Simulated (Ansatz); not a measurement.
Method: r2SCAN, no spin polarisation; PAW, plane waves to 500 eV, 4×4×6 Γ-centred mesh, fermi-dirac occupations (width 0.1 eV) (Ansatz 0.2.0), atoms fixed.

Computed maps in the lattice plane spanned by a (left to right, 7.49 Å, 23 points from zero) and b (bottom to top, 7.49 Å, 23 points from zero), 60° apart, at height 0.000 along c. The fields are smooth PAW ones with compensation charges, not the true ones near nuclei.

Valence density. Digits on a logarithmic scale: 0 up to 0.03 e/Å³, each further digit a factor of 1.6, 9 from 1.3 e/Å³ up:
```
44458999985443333334444
54446899986544433344565
75444578876555544445788
98644445655567765456899
99854334455679997555899
99974333344589999865799
99985432334579999975689
99986433233469999996568
78875543323457999997555
55665544333345799997544
44555655443344567876544
34456787654444555655443
33457999975445566554433
23457999997555788755433
23346999999656899986433
23345799999756899998543
33344589999865799999743
33445567999755589999854
44456555677654568999864
44578876555544445788754
44689998654443334456554
44589999854433333344444
44579999975433222334444
```

ELF. Ten even steps from '0' (0.00) to '9' (0.53):
```
44434100255764333455444
34443531344666666664433
43454445444655667764454
24345544445444555774531
01545556676447985464410
00344544677459999545430
00154643367559858944442
32344663236658955974645
45444776323665998994565
65445677633465479985567
67664445664466544555666
46654455566667664445664
34654799855676544567763
23665998994565454447763
23665895597464532344663
33675598589444420015464
44677459999545430003445
55667644798546441001545
55444454445557745313434
54445444655667764454434
44353134466666666443334
44341002557643334554444
44342000346643223455544
```

Task: The cell is YbInPd. Which atoms lie within 0.2 Å of this plane, and where (fractions of a and b)?

Result: Pd at (0.33, 0.33), Pd at (0.67, 0.67), In at (0.74, 0.26), In at (0.26, 0.00), In at (0.00, 0.74). The whole cell:
```yaml
crystal:
  lattice:
    - [3.74492, 6.48639, 0.00000]
    - [-3.74492, 6.48639, 0.00000]
    - [0.00000, 0.00000, 3.91297]
  atoms:
    - { symbol: Yb, position: [0.40685, 0.59315, 0.50000] }
    - { symbol: Yb, position: [0.59315, 0.00000, 0.50000] }
    - { symbol: Yb, position: [0.00000, 0.40685, 0.50000] }
    - { symbol: Pd, position: [0.00000, 0.00000, 0.50000] }
    - { symbol: Pd, position: [0.33330, 0.33340, 0.00000] }
    - { symbol: Pd, position: [0.66670, 0.66660, 0.00000] }
    - { symbol: In, position: [0.74160, 0.25840, 0.00000] }
    - { symbol: In, position: [0.25840, 0.00000, 0.00000] }
    - { symbol: In, position: [0.00000, 0.74160, 0.00000] }
```

Origin: a known structure type with other elements, at an estimated volume, so it need not be a known compound. Caveats: no spin polarisation, so a magnetic state may lie lower; f levels without a U or exact exchange are poorly placed.
